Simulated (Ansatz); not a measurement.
Born–Oppenheimer molecular dynamics of a 14-atom B9C5 cell at 8.13 Å³/atom, computed with Ansatz: Langevin thermostat at 4000 K, 250 steps of 1.5 fs, friction 0.03 1/fs. The run is short and the cell small, so it isn't an equilibrium average.

```yaml
crystal:
  lattice:
    - [4.731732, -0.045491, 0.039537]
    - [-0.045491, 4.985162, -0.060525]
    - [0.039537, -0.060525, 4.826128]
  atoms:
    - { symbol: C, position: [0.061614337, 0.5314924794, 0.5527349814] }
    - { symbol: C, position: [0.160975479, 0.2738372321, 0.5664523748] }
    - { symbol: C, position: [0.4970666918, 0.2925877344, 0.4891513612] }
    - { symbol: C, position: [0.7446899654, 0.818474885, 0.731721753] }
    - { symbol: C, position: [0.990673536, 0.6440659065, 0.2799365198] }
    - { symbol: B, position: [0.6864926604, 0.5211982795, 0.6990965172] }
    - { symbol: B, position: [0.6941015299, 0.7194683122, 0.2056490982] }
    - { symbol: B, position: [0.0567199357, 0.0382473749, 0.7273937486] }
    - { symbol: B, position: [0.1513253017, 0.595634229, 0.9944167049] }
    - { symbol: B, position: [0.7673546009, 0.0246148995, 0.9438890045] }
    - { symbol: B, position: [0.3407485053, 0.8623831705, 0.7338446294] }
    - { symbol: B, position: [0.8342253856, 0.2916529194, 0.9660804014] }
    - { symbol: B, position: [0.2093166428, 0.8983788534, 0.1088407141] }
    - { symbol: B, position: [0.4697950446, 0.0445797894, 0.2855463782] }
  symmetry: { detect: false }
basis:
  ecutwfc: 420
  xc_grid: 1
kpoints:
  mp_grid: { grid: [1, 1, 1], shift: [0.25, 0.25, 0.25] }
hamiltonian:
  xc: pbe
scf:
  occupations: { method: fermi_dirac, width: 0.3447 }
  lower_state_search: "off"
  convergence: { dr2_threshold: 1.0e-05 }
output:
  forces: true
  stress: true
md:
  timestep: 1.5
  n_steps: 250
  ensemble: nvt_langevin
  friction: 0.03
  temperature: 4000.0
  initial_velocities: maxwell_boltzmann
  seed: 44310
```

```bash
ansatz run input.yaml --threads 2 --pin off --max-ram 5120MiB --backend cpu --events-out ev --progress --plain --runs-dir out
```

Theory: DFT PBE, scalar-relativistic, plane waves, PAW in Ansatz 0.2.0.

6 frames, positions in Å (not wrapped into the cell) and forces in eV/Å:

```xyz
14
Lattice="4.732 -0.045 0.040 -0.045 4.985 -0.061 0.040 -0.061 4.826" Properties=species:S:1:pos:R:3:forces:R:3 pbc="T T T" time_fs=0.0 temperature_K=3714 free_energy_over_first_frame_eV=0.000
C     0.289    2.613    2.638   -1.040    1.380   -1.450
C     0.772    1.324    2.724    3.350    0.600   -0.060
C     2.358    1.406    2.363   -1.440    0.490    0.040
C     3.515    4.002    3.511   -4.520   -0.380   -0.760
C     4.669    3.149    1.351    1.050   -0.060   -0.470
B     3.252    2.525    3.370    0.800   -3.630   -0.520
B     3.260    3.543    0.976   -0.720    1.350   -0.060
B     0.295    0.144    3.510   -0.930    1.110   -0.400
B     0.728    2.902    4.769    0.900   -3.210   -0.620
B     3.667    0.031    4.584   -2.780   -6.320    2.410
B     1.602    4.239    3.503    0.890   -2.670    1.840
B     3.972    1.358    4.678    2.380   10.100   -0.230
B     0.954    4.462    0.479    0.160    0.930    0.270
B     2.232    0.184    1.394    1.890    0.290    0.010
14
Lattice="4.732 -0.045 0.040 -0.045 4.985 -0.061 0.040 -0.061 4.826" Properties=species:S:1:pos:R:3:forces:R:3 pbc="T T T" time_fs=75.0 temperature_K=3651 free_energy_over_first_frame_eV=-0.420
C    -0.866    1.922    1.622   -6.340   -6.780    1.060
C     0.750    0.096    3.261   -0.850   -1.650   -0.540
C     1.557    0.556    2.229    2.440    1.660    0.650
C     3.313    3.628    3.882   -0.610   -1.140   -6.250
C     4.733    2.742    1.562    8.550   10.570   -0.850
B     2.838    1.780    2.827   -0.270   -0.690    0.870
B     3.333    3.844    0.454    1.340   -0.840    3.100
B    -0.453   -1.175    2.575    1.150    2.110    3.370
B     0.954    2.403    4.178    2.180    3.940    2.150
B     3.159    1.237    5.395    1.560   -0.680   -4.190
B     1.759    3.967    3.926   -0.800    0.470   -1.790
B     5.104    0.995    4.466   -2.600   -2.850   -1.350
B     1.291    3.810    0.667   -2.310   -4.720    1.340
B     2.378    0.010    1.013   -3.420    0.610    2.440
14
Lattice="4.732 -0.045 0.040 -0.045 4.985 -0.061 0.040 -0.061 4.826" Properties=species:S:1:pos:R:3:forces:R:3 pbc="T T T" time_fs=150.0 temperature_K=2843 free_energy_over_first_frame_eV=-1.546
C    -1.713    2.259    1.276    1.150    1.820   -0.220
C     1.139   -0.245    3.555   -3.520    9.000    1.800
C     1.516    0.713    2.701    2.420    0.780   -1.460
C     3.304    3.775    3.469   -0.740   -3.280   -0.730
C     4.035    3.469    0.797   -0.460   -4.500    4.060
B     2.216    2.188    3.033   -1.510    0.220   -2.930
B     3.322    4.474   -0.105    1.720    1.680    1.380
B    -1.651   -0.958    2.139    0.650   -1.040   -4.210
B     0.782    2.174    4.828   -1.300    2.320   -1.140
B     3.335    0.802    5.560   -2.550    1.170    1.890
B     0.989    3.406    3.419   -0.110   -8.440    0.390
B     4.700    0.847    4.604    1.450   -3.680   -1.080
B     1.234    3.097    1.254    1.160    1.500    1.090
B     1.852   -0.252    1.188    1.650    2.440    1.170
14
Lattice="4.732 -0.045 0.040 -0.045 4.985 -0.061 0.040 -0.061 4.826" Properties=species:S:1:pos:R:3:forces:R:3 pbc="T T T" time_fs=225.0 temperature_K=3103 free_energy_over_first_frame_eV=-2.635
C    -1.999    2.204    0.847    3.350   -8.500   -0.970
C     1.261    0.048    3.736    0.140   -4.320   -2.890
C     1.845    0.543    2.515   -1.620   -0.590    0.590
C     4.510    2.680    3.603   -7.040    0.010   -2.170
C     3.218    3.345    1.194    1.860    6.260   -2.270
B     1.529    1.974    2.654    1.460    2.140   -1.740
B     3.689    4.373   -0.215   -2.120   -2.430    2.090
B    -1.293   -2.082    2.578    1.350   -0.700    3.860
B     0.737    2.388    4.533   -1.420   -3.880    1.300
B     3.136    0.685    5.365    1.400    1.680   -1.110
B     0.966    3.451    3.245    4.250    3.340   -1.550
B     4.948    0.368    4.807    0.820    3.350    0.350
B     1.537    2.893    0.929   -3.000    2.500    2.430
B     2.067   -0.442    1.147    0.570    1.130    2.070
14
Lattice="4.732 -0.045 0.040 -0.045 4.985 -0.061 0.040 -0.061 4.826" Properties=species:S:1:pos:R:3:forces:R:3 pbc="T T T" time_fs=300.0 temperature_K=3345 free_energy_over_first_frame_eV=-0.893
C    -1.489    1.961    1.307    2.650   -7.390   -0.480
C     0.696   -0.230    2.792   -1.420   -2.180   -0.190
C     1.780    0.102    2.177    4.880    2.120   -0.220
C     4.826    2.637    3.539   -2.220    0.500   -0.240
C     2.682    3.038    0.906    4.900    7.740   -3.260
B     2.274    1.532    2.514    0.560    1.360   -1.860
B     3.591    3.967    0.203    0.930    2.850   -1.970
B    -1.474   -1.609    2.933    1.460   -3.830    2.670
B     0.615    1.517    4.459   -0.440    0.540    0.240
B     4.207    0.537    5.372   -3.200    0.460    2.150
B     1.201    2.949    2.324   -0.740   -0.510    2.310
B     5.084   -0.326    4.266   -1.540   -0.310    0.820
B     1.703    2.100    0.689   -3.720   -2.520    1.550
B     3.326   -0.432    1.943   -2.100    1.160   -1.520
14
Lattice="4.732 -0.045 0.040 -0.045 4.985 -0.061 0.040 -0.061 4.826" Properties=species:S:1:pos:R:3:forces:R:3 pbc="T T T" time_fs=375.0 temperature_K=3771 free_energy_over_first_frame_eV=0.453
C    -1.570    2.544    0.747    1.920   -0.440    0.950
C     1.187   -0.231    2.933    0.860    0.250   -3.030
C     1.960    1.010    2.569   -2.510   -2.230    0.430
C     5.256    2.316    3.574   -4.480   -5.770    1.740
C     3.496    4.032    1.032   -8.700   -6.530    4.340
B     1.698    2.613    2.653    3.890   -2.800   -1.470
B     4.239    4.554    0.100    4.960    7.780   -5.900
B    -0.889   -2.206    2.586    0.630    0.130    0.040
B    -0.004    1.580    4.814    3.150   -0.050   -1.570
B     3.715    0.926    5.890    0.170   -0.550   -0.070
B     0.079    3.984    1.694    4.230    1.410    3.390
B     5.054   -1.352    3.916    1.580    7.920   -0.680
B     2.116    1.471    0.788   -4.770    0.430    0.700
B     2.841   -0.186    2.144   -0.930    0.450    1.120
```

Over the second half the temperature averages 3694 K and the pressure (kinetic part included, positive in compression) 20.7 GPa. Mean square displacements at the end: B 4.06 Å², C 3.18 Å² (from the start of this run, the atoms' common shift taken off).

One k point is coarse for so small a cell, so forces and above all the pressure are rough.

Time: 75 s on 2 threads of Arm Neoverse V2 (shared host), peak memory 0.28 GiB.